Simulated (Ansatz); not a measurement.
An Ansatz (a program for electronic structure) input:

Ansatz 0.2 input:
```yaml
crystal:
  lattice:
    - [2.3263806116, -3.4668235491, 0.0]
    - [2.3263806116, 3.4668235491, 0.0]
    - [0.0, 0.0, 7.211238804]
  atoms:
    - { symbol: Ag, position: [0.0, 0.0, 0.0] }
    - { symbol: Ag, position: [0.6067115599, 0.3932884401, 0.25] }
    - { symbol: Ag, position: [0.3932884401, 0.6067115599, 0.75] }
    - { symbol: Ag, position: [0.0, 0.0, 0.5] }
    - { symbol: S, position: [0.7732232536, 0.2267767464, 0.75] }
    - { symbol: S, position: [0.2267767464, 0.7732232536, 0.25] }
kpoints:
  mp_grid: { grid: [6, 6, 3] }
  band_path:
    path:
      - [[0.0, 0.0, 0.0], [-0.5, 0.5, 0.0], [-0.3625739934, 0.6374260066, 0.0]]  # Γ-Y-C_0
      - [[0.3625739934, 0.3625739934, 0.0], [0.0, 0.0, 0.0], [0.0, 0.0, 0.5], [0.3625739934, 0.3625739934, 0.5]]  # Σ_0-Γ-Z-A_0
      - [[-0.3625739934, 0.6374260066, 0.5], [-0.5, 0.5, 0.5], [-0.5, 0.5, 0.0]]  # E_0-T-Y
      - [[0.0, 0.0, 0.0], [0.0, 0.5, 0.0], [0.0, 0.5, 0.5], [0.0, 0.0, 0.5], [-0.5, 0.5, 0.5]]  # Γ-S-R-Z-T
      - [VBM, CBM]
    npoints: 6
basis: { xc_grid: 2 }
hamiltonian:
  xc: pbesol
  pseudopotentials: { kind: paw }
magnetization: { noncollinear: true, spin_orbit: true }
scf:
  n_extra_bands: 12
  convergence: { dr2_threshold: 0.0000000001 }
  occupations: { method: gaussian, width: 0.01 }
checkpoint: { write: soc.run }
output: { eigenvalues: true }
```

Problem. How many symmetry operations and irreducible k-points will the run report?

Solution. 8 operations, 26 of 108 k-points.

Problem. With a cutoff of 420 eV, how many plane waves at Γ?

Solution. 2257.

It took roughly 7 core-minutes on shared server cores.

Space group Cmcm. The first step of the workflow began from a Materials Project structure, measured or hypothetical; the Crystallography Open Database copy checked does not list it. COD files the formula under space group No. 4, 14, so this cell is another polymorph or a model. Whether it is the stable phase at ambient conditions was not checked. The PBEsol relaxation kept the symmetry of its start; of distortions, only those at the zone centre were tested. The run is not spin-polarised.

Potentials: the later of the program's two PAW sets.

Ansatz is a plane-wave DFT program.
